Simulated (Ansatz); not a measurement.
KTaO3:
```yaml
crystal:
  lattice:
    - [3.98532, 0.00000, 0.00000]
    - [0.00000, 3.98532, 0.00000]
    - [0.00000, 0.00000, 3.98532]
  atoms:
    - { symbol: K, position: [0.00000, 0.00000, 0.00000] }
    - { symbol: Ta, position: [0.50000, 0.50000, 0.50000] }
    - { symbol: O, position: [0.00000, 0.50000, 0.50000] }
    - { symbol: O, position: [0.50000, 0.50000, 0.00000] }
    - { symbol: O, position: [0.50000, 0.00000, 0.50000] }
```

Relaxed with PBEsol. Special points in fractions of this cell's reciprocal vectors: Γ (0.000, 0.000, 0.000); X (0.000, 0.500, 0.000); M (0.500, 0.500, 0.000); R (0.500, 0.500, 0.500).

List the band energies nearest the valence-band maximum at these points for PBEsol (plane waves, PAW; program Ansatz).

In eV from the valence-band maximum; about four levels below and three above (degenerate sets whole), none deeper than 8.9 eV; points with the same levels are listed once.

| k | below | above |
|---|---|---|
| Γ | -1.07 -1.07 -1.07 -0.61 -0.61 -0.61 | 2.14 2.14 2.14 |
| X | -2.17 -1.54 -0.84 -0.84 | 2.30 5.03 5.03 |
| M | -1.64 -1.44 -1.44 -0.04 | 5.07 5.07 6.36 |
| R | -3.94 -3.94 -3.94 0.00 0.00 0.00 | 6.50 6.50 6.50 |

Space group Pm-3m (cubic perovskite). Symmetry was held in the PBEsol relaxation. No spin polarisation was allowed. Scalar-relativistic: spin–orbit coupling is off unless named, which matters more the heavier the elements.

Potentials: the later of the program's two PAW sets.
